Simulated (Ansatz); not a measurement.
TiGe$_{2}$:
```cif
data_Ge16Ti8
_chemical_formula_sum 'Ti8 Ge16'
_space_group_name_H-M_alt 'Fddd :1'
_space_group_IT_number 70
_space_group_name_Hall 'F 2 2 -1d'
_cell_length_a 4.95583
_cell_length_b 8.45889
_cell_length_c 8.63619
_cell_angle_alpha 90.000
_cell_angle_beta 90.000
_cell_angle_gamma 90.000
loop_
_atom_site_label
_atom_site_type_symbol
_atom_site_symmetry_multiplicity
_atom_site_Wyckoff_symbol
_atom_site_fract_x
_atom_site_fract_y
_atom_site_fract_z
_atom_site_occupancy
Ti1 Ti 8 b 0.50000 0.50000 0.50000 1
Ge1 Ge 16 f 0.00000 0.16952 0.00000 1
```
(The calculation used a cell of 6 atoms; values per cell refer to that cell.)

Relaxed at zero pressure with LDA (plane waves, PAW; program Ansatz).

Problem. The volume is raised by 6 % and shape and atoms relax at that volume. What pressure results, and how do the axes share the change?

Solution. -6.7 GPa; a 2.2 %, b 2.4 %, c 1.3 %; the energy rises by 20 meV/atom.

Problem. Give the new structure.

Solution. 
Space group Fddd, origin choice 1 (No. 70); a = 5.065 Å, b = 8.658 Å, c = 8.751 Å, α = 90.00°, β = 90.00°, γ = 90.00°

```tsv
atom	site	symmetry	x	y	z
Ti	8b	222	0.5000	0.5000	0.5000
Ge	16f	.2.	0.0000	0.1707	0.0000
```

The phase is kept; no other phase was compared at this pressure.

The first step of the workflow began from a Materials Project structure, measured or hypothetical; the Crystallography Open Database files this formula in space group No. 70, but the cells were not matched. Whether it is the stable phase at ambient conditions was not checked. The cell was relaxed with LDA under the symmetry of its start; whether a distortion lowers the energy is not shown. The run is not spin-polarised.

Potentials: the later of the program's two PAW sets.
